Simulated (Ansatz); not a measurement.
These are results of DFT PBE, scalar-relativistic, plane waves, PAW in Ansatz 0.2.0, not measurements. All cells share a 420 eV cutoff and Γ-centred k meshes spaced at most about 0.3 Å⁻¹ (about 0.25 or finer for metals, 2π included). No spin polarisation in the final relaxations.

These are static total energies at zero pressure.

Two relaxed structures of SbBr:

A.

```
Sb Br
1.0
     3.54272    0.00000    0.00000
    -1.77136    3.06809    0.00000
     0.00000    0.00000    5.54821
Sb Br
1 1
Direct
  0.00000 0.00000 0.00000
  0.00000 0.00000 0.50000
```

B.

```
Sb Br
1.0
     0.00000    3.15919    3.15919
     3.15919    0.00000    3.15919
     3.15919    3.15919    0.00000
Sb Br
1 1
Direct
  0.50000 0.50000 0.50000
  0.00000 0.00000 0.00000
```

Task: Which is lower in energy, and by how much?

Result: A is lower, by 0.47 eV/atom. A has space group P6/mmm (No. 191), 30.2 Å³/atom and no gap on its mesh; B has the rock salt type, space group Fm-3m (No. 225), 31.5 Å³/atom and no gap. Counting Br atoms around Sb (those within 1.25 times the shortest such distance or 1.15 times the sum of covalent radii, 1.27 where that leaves under three; the shortest distance is added where it exceeds 1.18 times the sum of covalent radii), A has Sb 2 and B has Sb 6 from 3.2 Å. Both come from invented guesses.

Weakly bound directions are ill-defined at this level, which has no dispersion term (P6/mmm), and this can change margins and order among such cells. These runs have no spin–orbit coupling, which can matter for Sb. Cells relaxed within their symmetry can be saddle points.
